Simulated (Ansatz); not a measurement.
Relaxing a structure of Pd

The start is a relaxed Pd cell, doubled along one cell vector, shaken by Gaussian noise of σ = 0.08 Å a coordinate. The structure is fully relaxed (lattice and positions, P = 0) with PBE (plane waves to 420 eV, PAW, scalar-relativistic; Ansatz, a first-principles code). The first steps use a coarse 7×14×14 k-mesh.

Starting cell:
```yaml
crystal:
  lattice:
    - [0.00000, 3.94276, 3.94276]
    - [1.97138, 0.00000, 1.97138]
    - [1.97138, 1.97138, 0.00000]
  atoms:
    - { symbol: Pd, position: [0.03711, 0.98523, 0.95487] }
    - { symbol: Pd, position: [0.48770, 0.97937, 0.04870] }
```

What pressure does the first self-consistent step give?

+6.1 GPa (positive: the cell is compressed).

What is the largest force in the starting geometry, and on which atom (counted from 1)?

2.26 eV/Å, on Pd1, Pd2 (atoms numbered as listed).

How much energy is released per atom?

0.13 eV/atom.

Is the parent structure recovered?

It relaxes back to the parent, Fm-3m (No. 225).

Is the relaxed structure metallic? Give its gap.

No gap (metallic).

Relaxed structure:

Space group Fm-3m (No. 225); a = 3.9428 Å, b = 3.9428 Å, c = 3.9428 Å, α = 90.00°, β = 90.00°, γ = 90.00°

```tsv
atom	site	symmetry	x	y	z
Pd	4a	m-3m	0.0000	0.0000	0.0000
```
(The calculation used a cell of 1 atom; values per cell refer to that cell.)

Final values are on a 20×20×20 k-mesh of the relaxed cell. No spin polarisation in the result. A magnetic state may lie lower.

The run could not lose the symmetry of its start.
